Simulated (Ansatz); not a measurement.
Rb3LiPb4 in space group Cmcm (No. 63; Pearson symbol oS32), r²SCAN (plane waves, PAW; program Ansatz). The conduction-band minimum lies on the T–Y line, 35 % of the way from T, with 2 equivalent valleys. Second derivatives d²E/dk² of the lowest band at one valley (eV·Å²), along Cartesian directions:

| direction | d²E/dk² |
|---|---|
| [100] | 30.12 |
| [010] | 32.25 |
| [001] | 18.22 |
| [110] | 31.19 |
| [101] | 24.20 |
| [011] | 25.24 |

Problem. Find the principal effective masses, the density-of-states mass and the conductivity mass.

Solution. Off-diagonal terms follow from H_xy = H[110] − (H_xx + H_yy)/2, and m*/mₑ = 7.620 eV·Å² over each eigenvalue: 0.24, 0.25, 0.42. One valley's DOS mass (m₁m₂m₃)^(1/3) = 0.29, conductivity mass 3/(Σ 1/mᵢ) = 0.28 mₑ.

Problem. What effective density of states Nc follows at 300 K for parabolic valleys?

Solution. Nc = 2.509e19 × 2 × (0.29)^(3/2) ≈ 7.8e18 cm⁻³.

The workflow started from a Materials Project entry (that database holds measured and hypothetical structures alike); the Crystallography Open Database copy checked does not list it. Its standing as an ambient phase is unchecked. The cell was relaxed with r²SCAN under the symmetry of its start; whether a distortion lowers the energy is not shown. Scalar-relativistic: spin–orbit coupling is off unless named, which matters more the heavier the elements.

Potentials: the later of the program's two PAW sets.

Edges and masses are those of Kohn–Sham bands, whose gap is no quasiparticle gap.
